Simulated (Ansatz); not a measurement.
TeO$_{2}$:
Space group Aea2 (No. 41); a = 5.883 Å, b = 5.602 Å, c = 5.145 Å, α = 90.00°, β = 90.00°, γ = 90.00°

```json
[
 {"atom": "Te", "site": "4a", "symmetry": "..2", "x": "0.0000", "y": "0.0000", "z": "0.0934"},
 {"atom": "O", "site": "8b", "symmetry": "1", "x": "0.1634", "y": "0.3179", "z": "0.3308"}
]
```
(The calculation used a cell of 6 atoms; values per cell refer to that cell.)

Relaxed with PBE+D3(BJ).

Question: Which orbitals make up the states near the Fermi level in PBE+D3(BJ) in the plane-wave PAW code Ansatz?

Answer: Within 0.5 eV of the Fermi level: O 2p 48 %, Te 5p 37 %, Te 5s 12 %. Projections are on Löwdin-orthogonalised atomic valence shells; empty p or d shells of many metals are not among them.

Question: Tabulate the density of states.

Answer: States/eV per cell of 6 atoms, in 0.25 eV bins, energy from the Fermi level.

```
E (eV)  total  O 2p  Te 5p  Te 5s
------  -----  ----  -----  -----
-7.85    0.00  0.00   0.00   0.00
-7.60    0.00  0.00   0.00   0.00
-7.35    0.00  0.00   0.00   0.00
-7.10    0.28  0.17   0.11   0.00
-6.85    2.68  1.64   0.99   0.01
-6.60    5.61  3.56   1.89   0.03
-6.35    5.03  3.22   1.61   0.05
-6.10    3.05  1.96   0.94   0.04
-5.85    2.49  1.61   0.73   0.03
-5.60    3.25  2.14   0.88   0.05
-5.35    2.72  1.85   0.68   0.03
-5.10    3.41  2.35   0.79   0.04
-4.85    2.25  1.59   0.49   0.03
-4.60    1.40  1.00   0.30   0.02
-4.35    3.63  2.59   0.78   0.08
-4.10    3.75  2.86   0.66   0.05
-3.85    3.56  2.81   0.54   0.05
-3.60    3.73  3.14   0.39   0.04
-3.35    3.74  3.41   0.17   0.03
-3.10    5.03  4.69   0.13   0.05
-2.85    8.05  7.50   0.21   0.09
-2.60    1.81  1.63   0.08   0.04
-2.35    6.09  5.63   0.19   0.12
-2.10    6.68  6.28   0.16   0.10
-1.85    2.51  2.36   0.06   0.05
-1.60    2.94  2.51   0.15   0.21
-1.35    3.16  2.40   0.25   0.41
-1.10    5.30  3.89   0.42   0.83
-0.85    2.38  1.70   0.16   0.45
-0.60    0.87  0.62   0.05   0.17
-0.35    0.46  0.33   0.03   0.09
-0.10    0.16  0.11   0.01   0.03
0.15     0.20  0.03   0.16   0.00
0.40     0.38  0.07   0.29   0.00
0.65     0.87  0.16   0.63   0.01
0.90     1.38  0.29   0.95   0.01
1.15     1.21  0.28   0.82   0.01
1.40     1.26  0.31   0.83   0.01
1.65     1.43  0.38   0.91   0.01
1.90     1.89  0.53   1.19   0.02
2.15     2.62  0.75   1.61   0.03
2.40     2.00  0.61   1.19   0.02
2.65     1.69  0.54   0.98   0.02
2.90     0.78  0.25   0.45   0.02
3.15     0.46  0.14   0.26   0.02
3.40     1.56  0.45   0.87   0.07
3.65     1.84  0.50   1.06   0.06
3.90     2.76  0.75   1.61   0.08
4.15     4.01  1.12   2.33   0.10
4.40     4.09  1.16   2.33   0.09
4.65     1.84  0.53   1.07   0.03
```

The start of the workflow was typed in or built on a structure type; neither database checked (COD, Materials Project) lists it. COD files the formula under space group No. 19, 61, 92, 136, so this cell is another polymorph or a model. Its standing as an ambient phase is unchecked. The PBE+D3(BJ) relaxation kept the symmetry of its start; whether a distortion lowers the energy is not shown. The volume moved by -59 % from the start of the relaxation. A small band overlap can be real or an error of a semilocal functional. Scalar-relativistic: spin–orbit coupling is off unless named, which matters more the heavier the elements.

Potentials: the earlier of the program's two PAW sets.
